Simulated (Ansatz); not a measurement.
ZnCu2SnSe4:
```cif
data_Cu2Se4SnZn
_chemical_formula_sum 'Zn1 Cu2 Sn1 Se4'
_space_group_name_H-M_alt 'P 1'
_space_group_IT_number 1
_cell_length_a 6.98339
_cell_length_b 6.98339
_cell_length_c 6.98339
_cell_angle_alpha 131.920
_cell_angle_beta 131.920
_cell_angle_gamma 70.356
loop_
_space_group_symop_operation_xyz
  'x, y, z'
loop_
_atom_site_label
_atom_site_type_symbol
_atom_site_fract_x
_atom_site_fract_y
_atom_site_fract_z
_atom_site_occupancy
Zn1 Zn 0.00000 0.00000 0.00000 1
Cu1 Cu 0.75000 0.25000 0.50000 1
Cu2 Cu 0.25000 0.75000 0.50000 1
Sn1 Sn 0.50000 0.50000 0.00000 1
Se1 Se 0.62461 0.62461 0.51769 1
Se2 Se 0.37539 0.89308 0.00000 1
Se3 Se 0.10692 0.10692 0.48231 1
Se4 Se 0.89308 0.37539 0.00000 1
```

Relaxed with r²SCAN.

Question: Which orbitals make up the states near the Fermi level in r²SCAN (plane waves, PAW; program Ansatz)?

Answer: Within 0.5 eV of the Fermi level: Se 4p 49 %, Cu 3d 44 %. Projections are on Löwdin-orthogonalised atomic valence shells; empty p or d shells of many metals are not among them.

Question: Tabulate the density of states.

Answer: States/eV per cell of 8 atoms, in 0.25 eV bins, energy from the Fermi level.

| E (eV) | total | Se 4p | Cu 3d | Zn 3d |
|---|---|---|---|---|
| -7.85 | 0.00 | 0.00 | 0.00 | 0.00 |
| -7.60 | 24.50 | 1.16 | 0.04 | 22.92 |
| -7.35 | 15.50 | 0.77 | 0.05 | 13.76 |
| -7.10 | 0.00 | 0.00 | 0.00 | 0.00 |
| -6.85 | 0.00 | 0.00 | 0.00 | 0.00 |
| -6.60 | 0.00 | 0.00 | 0.00 | 0.00 |
| -6.35 | 0.19 | 0.12 | 0.00 | 0.00 |
| -6.10 | 2.28 | 1.42 | 0.05 | 0.03 |
| -5.85 | 5.56 | 3.60 | 0.19 | 0.04 |
| -5.60 | 2.95 | 1.94 | 0.13 | 0.03 |
| -5.35 | 4.73 | 3.19 | 0.19 | 0.10 |
| -5.10 | 3.90 | 2.61 | 0.28 | 0.09 |
| -4.85 | 4.31 | 2.93 | 0.39 | 0.09 |
| -4.60 | 5.25 | 3.64 | 0.49 | 0.11 |
| -4.35 | 6.98 | 4.87 | 0.84 | 0.08 |
| -4.10 | 9.44 | 6.54 | 1.42 | 0.10 |
| -3.85 | 9.33 | 6.14 | 2.55 | 0.05 |
| -3.60 | 13.22 | 7.82 | 4.92 | 0.14 |
| -3.35 | 10.26 | 6.16 | 3.30 | 0.28 |
| -3.10 | 8.02 | 4.92 | 2.48 | 0.24 |
| -2.85 | 1.57 | 1.14 | 0.31 | 0.06 |
| -2.60 | 0.00 | 0.00 | 0.00 | 0.00 |
| -2.35 | 0.37 | 0.02 | 0.31 | 0.00 |
| -2.10 | 18.88 | 0.46 | 17.85 | 0.01 |
| -1.85 | 16.30 | 1.30 | 14.18 | 0.03 |
| -1.60 | 11.13 | 1.83 | 8.63 | 0.02 |
| -1.35 | 10.26 | 2.27 | 7.13 | 0.02 |
| -1.10 | 6.78 | 2.11 | 4.11 | 0.02 |
| -0.85 | 6.29 | 2.40 | 3.40 | 0.02 |
| -0.60 | 6.71 | 2.94 | 3.39 | 0.02 |
| -0.35 | 2.67 | 1.31 | 1.22 | 0.01 |
| -0.10 | 0.61 | 0.33 | 0.26 | 0.00 |
| 0.15 | 0.02 | 0.01 | 0.00 | 0.00 |
| 0.40 | 0.34 | 0.17 | 0.03 | 0.00 |
| 0.65 | 1.11 | 0.57 | 0.07 | 0.00 |
| 0.90 | 2.61 | 1.37 | 0.17 | 0.01 |
| 1.15 | 2.63 | 1.45 | 0.19 | 0.01 |
| 1.40 | 1.29 | 0.74 | 0.07 | 0.00 |
| 1.65 | 0.00 | 0.00 | 0.00 | 0.00 |
| 1.90 | 0.31 | 0.04 | 0.01 | 0.00 |
| 2.15 | 1.36 | 0.19 | 0.03 | 0.00 |
| 2.40 | 3.26 | 0.54 | 0.06 | 0.00 |
| 2.65 | 3.96 | 0.70 | 0.06 | 0.00 |
| 2.90 | 3.85 | 0.71 | 0.05 | 0.00 |
| 3.15 | 5.67 | 1.09 | 0.07 | 0.00 |
| 3.40 | 4.75 | 1.04 | 0.06 | 0.00 |
| 3.65 | 3.61 | 0.89 | 0.04 | 0.00 |
| 3.90 | 3.13 | 0.73 | 0.03 | 0.00 |
| 4.15 | 4.23 | 0.90 | 0.03 | 0.00 |
| 4.40 | 3.87 | 0.64 | 0.03 | 0.00 |
| 4.65 | 3.03 | 0.45 | 0.02 | 0.00 |

Space group I-42m. The workflow started from a Materials Project entry (that database holds measured and hypothetical structures alike); the Crystallography Open Database files this formula in space group No. 121, but the cells were not matched. It is not the phase usual at ambient conditions (space group No. 82). The cell was relaxed with r²SCAN under the symmetry of its start; whether a distortion lowers the energy is not shown. No spin polarisation was allowed. Scalar-relativistic: spin–orbit coupling is off unless named, which matters more the heavier the elements.

Potentials: the later of the program's two PAW sets.
